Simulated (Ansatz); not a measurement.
A plane-wave run on KRb2FeSi6

The input, for Ansatz 0.2.0 (plane waves, PAW):

```yaml
crystal:
  lattice:
    - [0.0, 4.60446618, 4.60446618]
    - [4.60446618, 0.0, 4.60446618]
    - [4.60446618, 4.60446618, 0.0]
  atoms:
    - { symbol: Fe, position: [0.0, 0.0, 0.0] }
    - { symbol: Si, position: [0.7843, 0.2157, 0.2157] }
    - { symbol: Si, position: [0.2157, 0.7843, 0.2157] }
    - { symbol: Si, position: [0.2157, 0.7843, 0.7843] }
    - { symbol: Si, position: [0.7843, 0.2157, 0.7843] }
    - { symbol: Si, position: [0.2157, 0.2157, 0.7843] }
    - { symbol: Si, position: [0.7843, 0.7843, 0.2157] }
    - { symbol: Rb, position: [0.25, 0.25, 0.25] }
    - { symbol: Rb, position: [0.75, 0.75, 0.75] }
    - { symbol: K, position: [0.5, 0.5, 0.5] }
  symmetry: { tolerance: 0.0003 }
kpoints:
  mp_grid: { grid: [7, 7, 7], shift: [0, 0, 0] }
  band_path:
    path:
      - [0.0, 0.0, 0.0]
      - [0.5, 0.0, 0.5]
      - [0.625, 0.25, 0.625]
      - [0.375, 0.375, 0.75]
      - [0.0, 0.0, 0.0]
      - [0.5, 0.5, 0.5]
      - [0.5, 0.25, 0.75]
      - [0.5, 0.0, 0.5]
    npoints: 8
magnetization:
  spin_polarized: false
scf:
  occupations: { method: fermi_dirac }
  lower_state_search: "off"
  max_iter: 200
hamiltonian:
  pseudopotentials: { kind: paw }
  xc: rpbe
basis:
  ecutwfc: 420
  fft_grid_basis: typed
output:
  forces: true
  stress: true
  eigenvalues: true
  bader: true
  populations: true
  elf: true
  write_potential: true
  volumetric_format: npy
  dos:
    e_range: [-12, 8]
    de: 0.05
    projected: { site_lists: { Fe: [Fe], K: [K], Rb: [Rb], Si: [Si] } }
checkpoint:
  read: saved_state
```

The saved state is an earlier solution for the same cell, perhaps on another mesh. 

Output (shortened):

```
Pseudopotentials: kind: paw
Pseudopotential: Fe, paw, valence charge 16, recommended cutoff 420 eV (normal), Fe.paw.azcp
Pseudopotential: Si, paw, valence charge 4, recommended cutoff 420 eV (normal), Si.paw.azcp
Pseudopotential: Rb, paw, valence charge 9, recommended cutoff 420 eV (normal), Rb.paw.azcp
Pseudopotential: K, paw, valence charge 9, recommended cutoff 420 eV (normal), K.paw.azcp
Functional definition: RPBE
  exchange = rpbe_x(kappa = kappa, mu = beta*pi^2/3)
  correlation = pbe_c(beta = beta)
Crystal: 10 atoms, lattice volume = 195.240 Å³
Basis set: ecut = 420 eV, 3839 PW (Γ), exchange–correlation on 90×90×90 points (8 copies of the dense FFT grid, shifted against one another)
Bands: 44, of which v1, the nominal top of the filled ones, is band 34 counted from 1 (33 counted from 0)
Symmetry: 48 space group operations
Space group: Fm-3m (ITA 225), of the structure as read, at distance tolerance 1.7e-3 Å
k-points: 20 of 343
Initial density: read from a saved state, or passed on in memory by an earlier SCF of this step, an earlier step, the calling program or the single point that the run made first
Functional: x = rpbe, c = pbe(β = 0.0667)
Free energy (F): -16395.6957 eV
Harris-Foulkes:  -16395.6957 eV  (|F-HF|=3.01e-8)
Internal energy: -16395.5674 eV  (E = F + TS)
E sigma→0 (E₀):  -16395.6315 eV
Entropy (-TS):   -0.1283 eV (-12.830 meV/atom)
Fermi energy:    8.5874 eV
--- Per-component energies (eV) ---
  E_band       = -430.7014
  E_kinetic    = 1279.9809
  E_local      = -5752.9045  (includes V_loc(G=0)·N_el)
  E_nonlocal   = 730.1532
  E_hartree    = 2308.0423
  E_xc         = -862.8431
  E_vxc        = -891.1104  (∫ρ·V_xc dr)
  E_paw        = -10497.7911  (= ΣΔE_a)
  E_vpaw       = -412.9228  (= ΣTr[D̂ρ^β])
  E_aug_tail   = 0.0010  (compensation charges beyond the density's cutoff)
  E_ewald      = -3599.8326
  E_core_change = -0.3735  (= ΣΔE_core)
  E_smearing   = -0.1283  (= −TS)
--- Forces (eV/Å), atoms counted from 1 ---
  atom   1  Fe     0.0000     0.0000     0.0000
  atom   2  Si     2.7994     0.0000     0.0000
  atom   3  Si     0.0000     2.7994     0.0000
  atom   4  Si    -2.7994     0.0000     0.0000
  atom   5  Si     0.0000    -2.7994     0.0000
  atom   6  Si     0.0000     0.0000     2.7994
  atom   7  Si     0.0000     0.0000    -2.7994
  atom   8  Rb     0.0000     0.0000     0.0000
  atom   9  Rb     0.0000     0.0000     0.0000
  atom  10  K      0.0000     0.0000     0.0000
--- Stress (GPa, compression-positive) ---
       29.2015       0.0000       0.0000
        0.0000      29.2015       0.0000
        0.0000       0.0000      29.2015
  P = ⅓ Tr σ = 29.2015 GPa (292.015 kbar)
--- Löwdin populations: 10 sites ---
  site symbol       q [e]
     0     Fe     16.1292
     1     Si      4.2006
     2     Si      4.2006
     3     Si      4.2006
     4     Si      4.2006
     5     Si      4.2006
     6     Si      4.2006
     7     Rb      8.2207
     8     Rb      8.2207
     9      K      8.2704
  spilling = 0.0143 (of n_electrons = 67.0000)
--- Bader charges: 10 sites ---
  site symbol  charge [e]  shift [e]
     0     Fe     -4.2094     0.0554
     1     Si      0.4353     0.0092
     2     Si      0.4353     0.0092
     3     Si      0.4353     0.0092
     4     Si      0.4353     0.0092
     5     Si      0.4353     0.0092
     6     Si      0.4353     0.0092
     7     Rb      0.5851     0.0000
     8     Rb      0.5851     0.0000
     9      K      0.4274     0.0005
```

Origin: a known structure type with other elements, at an estimated volume, so it need not be a known compound. Caveats: no spin polarisation, so a magnetic state may lie lower; atoms or cell far from equilibrium; forces of this functional can be a tenth off on these datasets.
